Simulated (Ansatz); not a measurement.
Computed with DFT PBE, scalar-relativistic, plane waves, PAW in Ansatz 0.2.0. Settings: cutoff 420 eV, Γ-centred meshes spaced at most about 0.3 Å⁻¹ (2π included), Gaussian smearing. No spin polarisation in the final relaxations.

These are static total energies at zero pressure.

Two forms of SrMgCl4 were relaxed alike.

A.

```yaml
crystal:
  lattice:
    - [4.71992, 0.00000, 0.00000]
    - [0.00000, 4.71992, 0.00000]
    - [0.00000, 0.00000, 6.80973]
  atoms:
    - { symbol: Sr, position: [0.50000, 0.50000, 0.50000] }
    - { symbol: Mg, position: [0.00000, 0.00000, 0.00000] }
    - { symbol: Cl, position: [0.50000, 0.00000, 0.23147] }
    - { symbol: Cl, position: [0.00000, 0.50000, 0.76853] }
    - { symbol: Cl, position: [0.50000, 0.00000, 0.76853] }
    - { symbol: Cl, position: [0.00000, 0.50000, 0.23147] }
```

B.

```yaml
crystal:
  lattice:
    - [5.08380, 0.00000, 0.00000]
    - [0.00000, 5.06345, 0.00000]
    - [-1.89289, 0.00000, 6.58075]
  atoms:
    - { symbol: Sr, position: [0.50000, 0.53170, 0.50000] }
    - { symbol: Mg, position: [0.00000, 0.84408, 0.00000] }
    - { symbol: Cl, position: [0.38676, 0.02510, 0.23597] }
    - { symbol: Cl, position: [0.10029, 0.53663, 0.76448] }
    - { symbol: Cl, position: [0.61324, 0.02510, 0.76403] }
    - { symbol: Cl, position: [0.89971, 0.53663, 0.23552] }
```

**Question.** Which would you expect to be lower, and how large is the difference?

**Answer.** B is lower, by 127 meV/atom. A has Sr and Mg ordered on fluorite sites, space group P4/mmm (No. 123), 25.3 Å³/atom and a gap of 3.14 eV on its mesh; B has space group P2 (No. 3), 28.2 Å³/atom and a gap of 4.77 eV. Counting Cl atoms around Mg and Sr (those within 1.25 times the shortest such distance or 1.15 times the sum of covalent radii), A has Sr 8, Mg 8 and B has Sr 8, Mg 4. The lower one is the more open, so pressure narrows the difference. Both come from invented guesses.

Kohn–Sham gaps at this level usually fall short of measured ones. Cells relaxed within their symmetry can be saddle points. The P2 cell of SrMgCl4 came from shaking the P4/mmm one.
